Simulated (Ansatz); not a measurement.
**Calculated ¹³⁹La NMR of the central transition for LaH3O3**

Cell: a Materials Project structure (computed, not necessarily an observed phase).

Space group Pm (No. 6); a = 6.6168, b = 3.8322, c = 6.6647 Å, β = 119.33°.

| site | Wyckoff | site symmetry | x | y | z |
| --- | --- | --- | --- | --- | --- |
| La1 | 1a | m | 0.3337 | 0.0000 | 0.6644 |
| La2 | 1b | m | 0.6609 | 0.5000 | 0.3244 |
| H3 | 1a | m | 0.8618 | 0.0000 | 0.1430 |
| H4 | 1a | m | 0.8574 | 0.0000 | 0.6929 |
| H5 | 1a | m | 0.2812 | 0.0000 | 0.1383 |
| H6 | 1b | m | 0.1336 | 0.5000 | 0.8513 |
| H7 | 1b | m | 0.1418 | 0.5000 | 0.2851 |
| H8 | 1b | m | 0.7206 | 0.5000 | 0.8591 |
| O9 | 1a | m | 0.9115 | 0.0000 | 0.3069 |
| O10 | 1a | m | 0.6906 | 0.0000 | 0.5929 |
| O11 | 1a | m | 0.3921 | 0.0000 | 0.0817 |
| O12 | 1b | m | 0.0882 | 0.5000 | 0.6885 |
| O13 | 1b | m | 0.3077 | 0.5000 | 0.3943 |
| O14 | 1b | m | 0.6039 | 0.5000 | 0.9082 |

One atom of each set is listed.

The numbers come from a DFT calculation in Ansatz (PBE, plane waves and PAW, with spin–orbit coupling, 420 eV cutoff, Γ-centred 4×6×4 k-points, Fermi–Dirac smearing 0.02 eV).

¹³⁹La has I = 7/2 and Q = 206.0 mb (Pyykkö 2018); at 14.1 T its Larmor frequency is ν₀ = 85.5 MHz (from the bare nuclear moment; shielding lowers the observed one by a per cent or two). Only the quadrupole interaction is simulated: positions count from each site's isotropic chemical shift, and shift anisotropy, dipolar and J coupling are left out.

**Question.** What does the ¹³⁹La spectrum (static powder) show for each site?

**Answer.** 

```tsv
site	first shell	C_Q (MHz)	η	P_Q (MHz)	δ_QIS (ppm)	breadth (kHz)
La1	9 O at 2.57–2.64 Å	-48.6	0.11	48.7	-827	401
La2	9 O at 2.56–2.68 Å	-50.9	0.25	51.4	-924	492
```

δ_QIS = −(ν_Q²/30ν₀²)[I(I+1) − 3/4](1 + η²/3) × 10⁶ ppm with ν_Q = 3|C_Q|/[2I(2I−1)]; it falls as 1/B₀² in ppm, and the breadth as 1/B₀ in kHz.

The run took 5.7 min of wall time (5.7 min of CPU time) and 1.4 GiB at its peak, on 1 thread of Arm Neoverse V1 (aarch64; 8 cores open to the job, memory cap 2.5 GiB, no GPU), a shared host with a load of 0.4 a core.
